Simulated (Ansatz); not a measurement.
Al2O3:
Space group R-3c, hexagonal axes (No. 167); a = 4.759 Å, b = 4.759 Å, c = 12.995 Å, α = 90.00°, β = 90.00°, γ = 120.00°

| atom | site | symmetry | x | y | z |
|---|---|---|---|---|---|
| Al | 12c | 3. | 0.0000 | 0.0000 | 0.1481 |
| O | 18e | .2 | 0.3064 | 0.3064 | 0.2500 |
(The calculation used a cell of 10 atoms; values per cell refer to that cell.)

Relaxed with r²SCAN.

**Question.** Give the optical modes at the zone centre with their infrared and Raman activity from DFPT, plane-wave PAW r²SCAN (Ansatz code).

**Answer.** Transverse frequencies, without the LO–TO term; a row sums one degenerate level.

```csv
ω (cm⁻¹),degeneracy,IR ((D/Å)²/amu),Raman (Å⁴/amu),activity,symmetry
306,1,0.00,0,silent,A2g
380,2,0.00,0.33,Raman,Eg
384,2,2.81,0,IR,Eu
399,1,41.35,0,IR,A2u
418,1,0.00,1.2,Raman,A1g
432,2,0.00,0.22,Raman,Eg
440,2,42.29,0,IR,Eu
448,2,0.00,0.081,Raman,Eg
538,1,0.00,0,silent,A2g
570,2,79.30,0,IR,Eu
578,2,0.00,0.13,Raman,Eg
582,1,22.95,0,IR,A2u
604,1,0.00,0,silent,A1u
635,2,5.34,0,IR,Eu
645,1,0.00,0.60,Raman,A1g
700,1,0.00,0,silent,A1u
751,2,0.00,1.2,Raman,Eg
758,1,0.00,0,silent,A2g
```

**Question.** How high does the top mode go among those that the LO–TO term moves?

**Answer.** 906 cm⁻¹ for q along x, 906 cm⁻¹ for q along y, 877 cm⁻¹ for q along z.

Symmetry was held in the r²SCAN relaxation; phonons on a q-mesh show no instability.

Potentials: the later of the program's two PAW sets.
